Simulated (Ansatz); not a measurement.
The cell comes from COD entry 9008482, which wasn't checked; take it as a given geometry. The listed cell was then made from it by scaling, straining or moving an atom.

Rh: DFT, PBEsol, PAW with Ansatz's default frozen-core files, scalar-relativistic (Ansatz 0.2.0). What sets it apart from a plain run of this crystal: equal xx and yy strain of -3 %.

Command: `ansatz run input.yaml --threads 1 --pin off --max-ram 3072MiB --backend cpu --events-out ev --progress --plain --runs-dir out` The run took 4.7 s on 1 thread of Arm Neoverse V2, on a shared host, peak memory 0.38 GiB.

```yaml
crystal:
  lattice:
    - [0.0, 1.8445035, 1.90155]
    - [1.8445035, 0.0, 1.90155]
    - [1.8445035, 1.8445035, 0.0]
  atoms:
    - { symbol: Rh, position: [0.0, 0.0, 0.0] }
kpoints:
  mp_grid: { grid: [16, 16, 16] }
scf:
  occupations: { method: fermi_dirac, width: 0.08 }
hamiltonian:
  xc: pbesol
  pseudopotentials: { kind: paw }
output:
  forces: true
  stress: true
  eigenvalues: true
  efg: { contact_densities: true }
  write_density: true
  write_potential: true
  elf: true
  volumetric_format: npy
```

Output (standing set-up lines are left out):

```
Crystal: 1 atoms, lattice volume = 12.939 Å³
Basis set: ecut = 420 eV, 267 PW (Γ), exchange–correlation on 36×36×36 points (8 copies of the dense FFT grid, shifted against one another)
Symmetry: 16 space group operations
Space group: I4/mmm (ITA 139), of the structure as read, at distance tolerance 2.3e-5 Å
k-points: 349 of 4096
SCF iter   1: F=—  HF=-6338.730273 eV  |F-HF|=—  |Δ(HF+E_count)|=         —  Δρ=9.43e-3  dr2=8.75e-3  ethr=1.77e-3  ⟨swp⟩=5.0  Hψ=25251  notcnv=0
preconditioner: auto → none  [metal: Δε(μ)=0.010 eV  Ē_g=14.659 eV  σ=0.080 eV  W_gap=0.03  n_scr=0 (ndim 8)  ℏωp=31.0 eV  f_vac=0.000  D(μ)=1.28/eV (n_scr^D=14)]
SCF iter   2: F=—  HF=-6338.727749 eV  |F-HF|=—  |Δ(HF+E_count)|=   2.52e-3  Δρ=3.45e-3  dr2=7.98e-4  ethr=5.15e-5  ⟨swp⟩=2.7  Hψ=10660  notcnv=0
SCF iter   3: F=—  HF=-6338.727545 eV  |F-HF|=—  |Δ(HF+E_count)|=   2.05e-4  Δρ=1.43e-3  dr2=4.55e-5  ethr=4.70e-6  ⟨swp⟩=2.4  Hψ=6616  notcnv=0
SCF iter   4: F=—  HF=-6338.727554 eV  |F-HF|=—  |Δ(HF+E_count)|=   9.60e-6  Δρ=9.52e-5  dr2=4.11e-7  ethr=2.68e-7  ⟨swp⟩=2.1  Hψ=7505  notcnv=0
iter 5 did not close the SCF: its close was put off for the readings that it lacked (scf_convergence_deferred on its scf_iter line)
SCF iter   5: F=-6338.727554 eV  HF=-6338.727554 eV  |F-HF|=1.99e-9  |Δ(HF+E_count)|=   8.51e-8  Δρ=1.81e-5  dr2=7.79e-9  ethr=2.42e-9  ⟨swp⟩=2.0  Hψ=7227  notcnv=0
SCF iter   6: F=-6338.727554 eV  HF=-6338.727554 eV  |F-HF|=2.65e-10  |Δ(HF+E_count)|=   3.32e-9  Δρ=4.41e-6  dr2=6.01e-10  ethr=4.58e-11  ⟨swp⟩=4.9  Hψ=22267  notcnv=0
SCF 1 converged in 6 iterations: F = -6338.727554 eV  dr2 = 6.01e-10
  greatest PAW one-centre occupation: 1.000 electrons in one spin orbital (limit 2), on the Rh atom at site 0 (counted from 0), in its partial waves of l = 0
SCF converged after 6 iterations
Free energy (F): -6338.727554 eV
Harris-Foulkes:  -6338.727554 eV  (|F-HF|=2.65e-10)
Internal energy: -6338.700760 eV  (E = F + TS)
E sigma→0 (E₀):  -6338.714157 eV
Entropy (-TS):   -0.026795 eV (-26.795 meV/atom)
Fermi energy:    24.037710 eV
--- Per-component energies (eV) ---
  E_band       = -60.915189
  E_kinetic    = 575.480237
  E_local      = -1489.176252  (includes V_loc(G=0)·N_el)
  E_nonlocal   = 356.369879
  E_hartree    = 523.658481
  E_xc         = -221.518268
  E_vxc        = -279.177011  (∫ρ·V_xc dr)
  E_paw        = -3523.911710  (= ΣΔE_a)
  E_vpaw       = -271.730307  (= ΣTr[D̂ρ^β])
  E_aug_tail   = 0.000808  (compensation charges beyond the density's cutoff)
  E_ewald      = -2559.880134
  E_core_change = 0.276200  (= ΣΔE_core)
  E_smearing   = -0.026795  (= −TS)
  E_closure    = -0.000000  (closes the sum)
  Σ components = -6338.727554   (vs F -6338.727554, Δ=0.00e0)
--- Forces (eV/Å), atoms counted from 1 ---
  atom   1  Rh    -0.00000000    -0.00000000    -0.00000000
  max |Σ_I F_I| component: 8.17e-32 eV/Å
--- Stress (GPa, compression-positive) ---
       17.480754       0.000000      -0.000000
        0.000000      17.480754      -0.000000
       -0.000000      -0.000000       8.486151
  P = ⅓ Tr σ = 14.4826 GPa (144.826 kbar)
--- PAW observables at the nuclei: V_zz in 10²¹ V/m², potentials from the cell's mean, atoms counted from 1 ---
  atom   1  Rh V_zz =    +0.268256   η = 0.0000   by run symmetry: allowed
            electrostatic potential = -7031.396186 V   contact ρ = 788688.245447 e/Å³
--- Band table (eV; the first three rows and the last of 349) ---
  k-point 0: bands = ["-54.9613", "-22.3736", "-22.3559", "-22.3559", "15.5356", "20.4025", "20.7695", "20.7695", "22.7354", "23.1836", "39.7070", "44.6903", "45.6766"]
  k-point 1: bands = ["-54.9558", "-22.3997", "-22.3713", "-22.3600", "15.7028", "20.4168", "20.7444", "20.8369", "22.7042", "23.1367", "39.9595", "44.3709", "45.4312"]
  k-point 2: bands = ["-54.9398", "-22.4998", "-22.3890", "-22.3714", "16.1736", "20.3429", "20.7977", "21.0092", "22.6577", "23.0354", "40.6229", "42.8956", "45.9948"]
  k-point 348: bands = ["-54.7775", "-23.2166", "-22.6566", "-22.6566", "17.1048", "17.5067", "24.6976", "25.1351", "25.1351", "26.8632", "36.4683", "37.9510", "37.9510"]
```
